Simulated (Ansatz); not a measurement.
Piezoelectric tensor of K$_{2}$HBr

Theory: DFT PBE, scalar-relativistic, plane waves, PAW in Ansatz 0.2.0. Plane waves to 420 eV; Γ-centred k mesh 6×6×4; fixed occupations. No spin polarisation.

The cell, relaxed at this level:
```
K H Br
1.0
     4.31669    0.00000    0.00000
    -2.15835    3.73837    0.00000
     0.00000    0.00000    7.70642
K H Br
2 1 1
Direct
  0.66667 0.33333 0.27516
  0.66667 0.33333 0.72484
  0.33333 0.66667 0.50000
  0.00000 0.00000 0.00000
```

It was reached by relaxing an invented guess, and it needn't be the stable form of this composition.

(1) Give the relaxed-ion proper piezoelectric stress tensor e_iJ (C/m², Voigt columns xx yy zz yz xz xy).

(2) With the elastic constants (GPa, Voigt order)
```
20.4  8.8  4.9  0.0  0.0  0.0
 8.8 20.4  4.9  0.0  0.0  0.0
 4.9  4.9 34.6  0.0  0.0  0.0
 0.0  0.0  0.0  0.2  0.0  0.0
 0.0  0.0  0.0  0.0  0.2  0.0
 0.0  0.0  0.0  0.0  0.0  5.8
```
find the strain coefficients d = e·C⁻¹ (pC/N).

Answers

(1)
```
x    0.000  0.000  0.000  0.000  0.000 -0.275
y   -0.275  0.275  0.000  0.000  0.000  0.000
z    0.000  0.000  0.000  0.000  0.000  0.000
```
Signs follow the orientation of the cell as given.

(2)
```
x     0.0   0.0   0.0   0.0   0.0 -47.4
y   -23.7  23.7   0.0   0.0   0.0   0.0
z     0.0   0.0   0.0   0.0   0.0   0.0
```
